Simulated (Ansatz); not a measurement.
The calculation used DFT PBEsol, scalar-relativistic, plane waves, PAW (Ansatz 0.2.0).

Settings: cutoff 420 eV, Γ-centred mesh 15×15×15 on the computed 4-atom cell, Gaussian smearing of 0.10 eV; no spin polarisation.

Structure with the computed forces (eV/Å) in the last three columns:

```xyz
4
Lattice="1.6855 0.9731 5.4541 -1.6855 0.9731 5.4541 0.0000 -1.9462 5.4541" Properties=species:S:1:pos:R:3:forces:R:3 pbc="T T T" pressure_GPa=-29.24
Zr    0.0000    0.0000    0.0000    0.0000    0.0000    0.0000
Ta    0.0000    0.0000    8.1811    0.0000    0.0000    0.0000
C     0.0000    0.0000   12.2618    0.0000    0.0000    1.4740
C     0.0000    0.0000    4.1005    0.0000    0.0000   -1.4740
```

Stress tensor (GPa, compression positive):

```
-30.35   0.00   0.00
  0.00 -30.35   0.00
  0.00   0.00 -27.03
```

Spin–orbit coupling is left out, which can shift energies with elements as heavy as these.